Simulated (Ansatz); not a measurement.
# HfIn₄SiO₆: rattling a relaxed structure

The structure comes from a generated guess, relaxed at this level; another structure or a mixture of phases may lie lower.

These are results of DFT PBE, scalar-relativistic, plane waves, PAW in Ansatz, not measurements. Settings: cutoff 420 eV, Γ-centred mesh 8×8×8 on the computed 12-atom cell, Gaussian smearing of 0.01 eV; no spin polarisation.

The cell below (12 atoms, space group C2/m (No. 12)) is relaxed within its symmetry.

```xyz
12
Lattice="2.4141 -8.1213 -0.0001 2.4141 8.1213 -0.0001 -0.9959 0.0000 4.7293" Properties=species:S:1:pos:R:3 pbc="T T T"
Hf    0.0000    0.0000    0.0000
In    2.4141   -2.6526   -0.0001
In    1.9162    5.4886    2.3646
In    2.4141    2.6526   -0.0001
In    1.9162   -5.4886    2.3646
Si    1.9162    0.0000    2.3646
O     3.2567    0.0000    1.2791
O     0.5756    0.0000    3.4501
O     1.0593    1.3104    1.3057
O     2.7731    1.3104    3.4235
O     2.7731   -1.3104    3.4235
O     1.0593   -1.3104    1.3057
```

For the test it was strained at random (σ = 1.5 % a component), the atoms were moved at random (σ = 0.10 Å), and all was relaxed again on a coarse 6×6×6 mesh (in the run’s order of axes) with 0.20 eV smearing, with no symmetry imposed.

Weakly bound directions are ill-defined at this level, which has no dispersion term. Spin–orbit coupling, which can matter for Hf, is left out.

**Question.** Is the structure stable against such a distortion?

**Answer.** It returns, within 1 meV/atom of the unmoved cell on that mesh and with the same symmetry when read at 0.1 Å (P-1 at 0.01 Å, so small strains and shifts remain). So it is stable against the distortions that fit this cell and that this random move excites. Modes that don't fit the cell aren't tested.
